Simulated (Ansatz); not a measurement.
Li₂YCo₃: settings compared (Ansatz)

Run with:

```bash
ansatz run input.yaml --threads 1 --pin off --max-ram 2560MiB --backend cpu --events-out ev --progress --plain --runs-dir out
```

The input file (Ansatz 0.2.0, plane waves):

```yaml
crystal:
  lattice:
    - [2.63478443, 4.56357557, 0.0]
    - [-2.63478443, 4.56357557, 0.0]
    - [0.0, 0.0, 3.16633199]
  atoms:
    - { symbol: Co, position: [0.5, 0.5, 0.5], spin: 1.5 }
    - { symbol: Co, position: [0.5, 0.0, 0.5], spin: 1.5 }
    - { symbol: Co, position: [0.0, 0.5, 0.5], spin: 1.5 }
    - { symbol: "Y", position: [0.0, 0.0, 0.0], spin: -0.4 }
    - { symbol: Li, position: [0.3333, 0.3334, 0.0] }
    - { symbol: Li, position: [0.6666, 0.6667, 0.0] }
kpoints:
  mp_grid: { grid: [4, 4, 6], shift: [0, 0, 0] }
magnetization:
  spin_polarized: true
scf:
  occupations: { method: methfessel_paxton, width: 0.1629 }
hamiltonian:
  pseudopotentials: { kind: paw }
  xc: r2scan
basis:
  ecutwfc: 500
output:
  forces: true
  stress: true
  eigenvalues: true
  write_density: true
  write_potential: true
  elf: true
  volumetric_format: npy
relax:
  max_steps: 40
  cell: {}
```

Origin of the cell: a known structure type with other elements, at an estimated volume, so it need not be a known compound.

Output of this run (shortened):

```
Pseudopotentials: kind: paw
Pseudopotential: Co, paw, valence charge 17, recommended cutoff 500 eV (meta_gga), Co.paw.azcp
Pseudopotential: Y, paw, valence charge 11, recommended cutoff 500 eV (meta_gga), Y.paw.azcp
Pseudopotential: Li, paw, valence charge 3, recommended cutoff 500 eV (meta_gga), Li.paw.azcp
Functional definition: r2SCAN
  exchange = r2scan_x(k0 = k0, k1 = k1, a1 = a1)
  correlation = r2scan_c
Crystal: 6 atoms, lattice volume = 76.144 Å³
Basis set: ecut = 500 eV, 1919 PW (Γ), exchange–correlation on 160×160×96 points (64 copies of the dense FFT grid, shifted against one another)
Bands: 44, of which v1, the nominal top of the filled ones, is band 34 counted from 1 (33 counted from 0)
Symmetry: 4 space group operations
[… 12 lines left out …]
Initial density: superposition of atomic densities (chi_scale 0.1, normalization cell, long waves kept (reshape's long-wave potential 0.00 eV rms))
Starting moments: Σ|m| = 4.9 μB on 4 of 6 sites
Functional: x = r2scan, c = r2scan; τ floored in thin density (d = 2e-4 eV/Å³)
SCF iter   1: F=—  HF=-19659.673353 eV  Δρ=5.37e-2  dr2=2.72e0  dr2_τ=2.62e-2  dr2_m=4.55e-1  M=4.102 μB ∫|m|=5.280 μB
SCF iter   2: F=—  HF=-19659.445648 eV  Δρ=1.71e-2  dr2=1.33e0  dr2_τ=7.76e-3  dr2_m=1.89e-2  M=3.741 μB ∫|m|=5.592 μB  defer=95  κ⁻¹=1.0e0(r=1)
SCF iter   3: F=—  HF=-19660.184476 eV  Δρ=1.52e-2  dr2=1.30e0  dr2_τ=2.77e-3  dr2_m=4.86e-3  M=3.500 μB ∫|m|=5.752 μB  defer=97  κ⁻¹=9.4e-3(r=2)
SCF iter   4: F=—  HF=-19661.607459 eV  Δρ=1.01e-2  dr2=7.74e-1  dr2_τ=1.08e-3  dr2_m=6.01e-4  M=2.954 μB ∫|m|=6.049 μB  defer=91  κ⁻¹=5.4e-3(r=3)
SCF iter   5: F=—  HF=-19661.435860 eV  Δρ=8.86e-3  dr2=1.85e-1  dr2_τ=4.31e-3  dr2_m=4.11e-3  M=2.736 μB ∫|m|=6.104 μB  defer=87  κ⁻¹=3.6e-3(r=4)
[… 29 lines left out …]
SCF iter  35: F=—  HF=-19661.663885 eV  S|Δr|=    0.00e0  Δρ=2.41e-5  dr2=4.15e-7  dr2_τ=9.19e-9  dr2_m=1.51e-8  M=2.923 μB ∫|m|=6.120 μB  defer=98  κ⁻¹=2.4e-4(r=8)
SCF iter  36: F=—  HF=-19661.663886 eV  S|Δr|=    0.00e0  Δρ=2.20e-5  dr2=2.51e-7  dr2_τ=4.48e-9  dr2_m=3.34e-8  M=2.923 μB ∫|m|=6.120 μB  defer=98  κ⁻¹=1.8e-4(r=8)
SCF iter  37: F=—  HF=-19661.663889 eV  S|Δr|=    0.00e0  Δρ=1.39e-5  dr2=1.61e-7  dr2_τ=1.63e-9  dr2_m=1.02e-8  M=2.923 μB ∫|m|=6.120 μB  defer=98  κ⁻¹=2.1e-4(r=8)
SCF iter  38: F=—  HF=-19661.663888 eV  S|Δr|=    0.00e0  Δρ=1.19e-5  dr2=6.22e-8  dr2_τ=1.10e-9  dr2_m=5.19e-9  M=2.923 μB ∫|m|=6.120 μB  κ⁻¹=3.5e-4(r=8)
SCF iter  39: F=-19661.663889 eV  HF=-19661.663889 eV  S|Δr|=    0.00e0  Δρ=9.30e-6  dr2=3.66e-8  dr2_τ=9.71e-10  dr2_m=3.72e-9  M=2.923 μB ∫|m|=6.120 μB
relax step   1: F+E_penalty+E_count = -19661.663889 eV  Δ(F+E_penalty+E_count) = +0.000e0 eV  max|allowed force component| = 3.790e-3 eV/Å  Δτ_max = 0.0000 Å  P = +9.753 GPa  Ω = 76.144 Å³  ( […]
relax step   2: F+E_penalty+E_count = -19662.272373 eV  Δ(F+E_penalty+E_count) = -6.085e-1 eV  max|allowed force component| = 9.138e-4 eV/Å  Δτ_max = 0.0002 Å  P = +6.639 GPa  Ω = 78.242 Å³ […]
relax step   3: F+E_penalty+E_count = -19662.766124 eV  Δ(F+E_penalty+E_count) = -4.938e-1 eV  max|allowed force component| = 1.085e-3 eV/Å  Δτ_max = 0.0002 Å  P = +4.451 GPa  Ω = 80.345 Å³ […]
relax step   4: F+E_penalty+E_count = -19663.206667 eV  Δ(F+E_penalty+E_count) = -4.405e-1 eV  max|allowed force component| = 3.076e-4 eV/Å  Δτ_max = 0.0002 Å  P = +3.184 GPa  Ω = 81.454 Å³ […]
relax step   5: F+E_penalty+E_count = -19663.531884 eV  Δ(F+E_penalty+E_count) = -3.252e-1 eV  max|allowed force component| = 2.296e-4 eV/Å  Δτ_max = 0.0000 Å  P = +2.009 GPa  Ω = 82.191 Å³ […]
[… 4 lines left out …]
relax step  10: F+E_penalty+E_count = -19663.804094 eV  Δ(F+E_penalty+E_count) = -6.208e-2 eV  max|allowed force component| = 6.601e-5 eV/Å  Δτ_max = 0.0000 Å  P = +1.191 GPa  Ω = 83.300 Å³  stress off target by 3.38e0 GPa […]
relax step  11: F+E_penalty+E_count = -19663.817935 eV  Δ(F+E_penalty+E_count) = -1.384e-2 eV  max|allowed force component| = 5.772e-3 eV/Å  Δτ_max = 0.0007 Å  P = +0.392 GPa  Ω = 84.159 Å³ […]
relax step  12: F+E_penalty+E_count = -19663.820225 eV  Δ(F+E_penalty+E_count) = -2.291e-3 eV  max|allowed force component| = 3.053e-4 eV/Å  Δτ_max = 0.0008 Å  P = +0.014 GPa  Ω = 84.614 Å³ […]
relax step  13: F+E_penalty+E_count = -19663.820236 eV  Δ(F+E_penalty+E_count) = -1.108e-5 eV  max|allowed force component| = 4.596e-5 eV/Å  Δτ_max = 0.0000 Å  P = +0.005 GPa  Ω = 84.637 Å³ […]
relax step  14: F+E_penalty+E_count = -19663.821000 eV  Δ(F+E_penalty+E_count) = -7.638e-4 eV  max|allowed force component| = 4.266e-5 eV/Å  Δτ_max = 0.0000 Å  P = +0.011 GPa  Ω = 84.637 Å³  stress off target by 1.61e-2 GPa […]
SCF 14 converged in 14 iterations: F = -19663.821000 eV  dr2 = 3.26e-11
basis re-selected at this cell: Δ(F+E_penalty+E_count) = -7.638e-4 eV, ΔP = +0.006 GPa vs the last step (what re-selecting the basis moved, of the pressure what is left beyond the Pulay corre […]
SCF converged after 14 iterations
Stability not checked: this state was not tested for a lower state beside it, because cold or Methfessel-Paxton smearing, or corrected tetrahedra, fill the levels in a way that the test cannot read (fill_not_monotonic; […]
Magnetization: 3.2563 μB (35.6281 up, 32.3719 down)
Absolute magnetization: 6.7177 μB (∫|ρ↑−ρ↓|, with the PAW one-centre terms)
Spin contamination: 0.9577 ħ² per cell (⟨S²⟩ above its minimum at these occupations)
Per-site moments (μB) at R_I (Å): [(1.651096, 1.006738), (1.651091, 1.006738), (1.651091, 1.006738), (-0.303125, 1.162479), (-0.130159, 1.026441), (-0.130159, 1.026441)]
Free energy (F): -19663.821000 eV
Harris-Foulkes:  -19663.821000 eV  (|F-HF|=2.55e-11)
Internal energy: -19663.816012 eV  (E = F + TS)
E sigma→0 (E₀):  -19663.819753 eV
Entropy (-TS):   -0.004989 eV (-0.831 meV/atom)
Fermi energy:    11.610393 eV
--- Per-component energies (eV) ---
  E_band       = -1377.014825
  E_kinetic    = 1716.428727
  E_local      = -12502.937123  (includes V_loc(G=0)·N_el)
  E_nonlocal   = 1353.828603
  E_hartree    = 5274.460923
  E_xc         = -661.044192
  E_vxc        = -941.325687  (∫ρ·V_xc dr)
  E_paw        = -7460.407119  (= ΣΔE_a)
  E_vpaw       = -1610.567623  (= ΣTr[D̂ρ^β])
  E_aug_tail   = -0.000090  (compensation charges beyond the density's cutoff)
  E_vtau       = 58.636177  (kinetic-family band-sum trace: ∫τ·v_τ [+ j·A + Jᵃ·Aᵃ] dr)
  E_ewald      = -7383.106169
  E_core_change = -1.039572  (= ΣΔE_core)
  E_smearing   = -0.004989  (= −TS)
  Σ components = -19663.821000   (vs F -19663.821000, Δ=0.00e0)
--- Forces (eV/Å), atoms counted from 1 ---
  atom   1  Co     0.000000     0.000000     0.000000
  atom   2  Co     0.000003    -0.000001     0.000000
  atom   3  Co     0.000003     0.000001     0.000000
  atom   4  Y     -0.000043     0.000000     0.000000
  atom   5  Li     0.000019    -0.000007     0.000000
  atom   6  Li     0.000019     0.000007     0.000000
  max |Σ_I F_I| component: 6.47e-7 eV/Å
--- Stress (GPa, compression-positive) ---
        0.007937       0.000000       0.000000
        0.000000       0.007883       0.000000
        0.000000       0.000000       0.016121
  P = ⅓ Tr σ = 0.0106 GPa (0.106 kbar)
--- Relaxed structure (12 steps of the walk, 12 accepted, 2 SCFs on fresh bases) ---
  F+E_penalty+E_count = -19663.821000 eV   max|allowed force component| = 4.266e-5 eV/Å   (the final SCF, on the basis selected at the relaxed cell)
  cell:  # Å, volume = 84.6369 Å³
    - [2.440578, 4.227206, 0.0]
    - [-2.440578, 4.227206, 0.0]
    - [0.0, 0.0, 4.101886]
  atoms:
    - { symbol: Co, position: [0.499983, 0.500017, 0.500000] }
    - { symbol: Co, position: [0.499983, 1.685e-5, 0.500000] }
    - { symbol: Co, position: [-1.685e-5, 0.500017, 0.500000] }
    - { symbol: Y, position: [-1.570e-5, 1.570e-5, 0.0] }
    - { symbol: Li, position: [0.333316, 0.333350, 0.0] }
    - { symbol: Li, position: [0.666650, 0.666684, 0.0] }
```

The same input was run again with these changes:

1. `scf.occupations.method` methfessel_paxton → cold; `scf.occupations.width` 0.1629 → 0.2
2. `magnetization` { spin_polarized: true } → { spin_polarized: true } (starts: flip); `hamiltonian.xc` r2scan → revpbe; typed moments: Co1 1.5, Co2 1.5, Co3 -1.5, Y4 0.4
3. `scf.eigensolver.kind` default → davidson; `basis.precision` default → f64
4. `scf.occupations.width` 0.1629 → 0.2

```json
{"run": "base", "end": "converged", "SCF iterations": "209", "volume (Å³/atom)": "14.11", "max force component (eV/Å)": "0.000", "moment (μB)": "3.26", "ΔE(σ→0) (meV/atom)": "0"}
{"run": "1", "end": "converged", "SCF iterations": "203", "volume (Å³/atom)": "14.16", "max force component (eV/Å)": "0.000", "moment (μB)": "3.36", "ΔE(σ→0) (meV/atom)": "0.28"}
{"run": "2", "end": "converged", "SCF iterations": "188", "volume (Å³/atom)": "14.48", "max force component (eV/Å)": "0.000", "moment (μB)": "3.19", "ΔE(σ→0) (meV/atom)": "–"}
{"run": "3", "end": "converged", "SCF iterations": "198", "volume (Å³/atom)": "14.11", "max force component (eV/Å)": "0.000", "moment (μB)": "3.26", "ΔE(σ→0) (meV/atom)": "0.00"}
{"run": "4", "end": "converged", "SCF iterations": "202", "volume (Å³/atom)": "14.12", "max force component (eV/Å)": "0.000", "moment (μB)": "3.28", "ΔE(σ→0) (meV/atom)": "0.00"}
```

Energies are compared only where functional, datasets, charge and starting cell are the same.

Caveats of the base run: no dispersion correction, so spacings can come out too large where layers or molecules are weakly bound; one start, so the magnetic state may not be the lowest; the k mesh is coarse if the cell is a metal; the relaxation held the start's symmetry, so the end may be a saddle point; wide smearing.

Run 2: a starting moment was lost; forces of this functional can be a tenth off on datasets made under PBE.

The base run ran for 8.3 min on 1 thread of Intel(R) Xeon(R) 6975P-C (Granite Rapids) (shared host), peak memory 0.71 GiB, from the program's own first density.
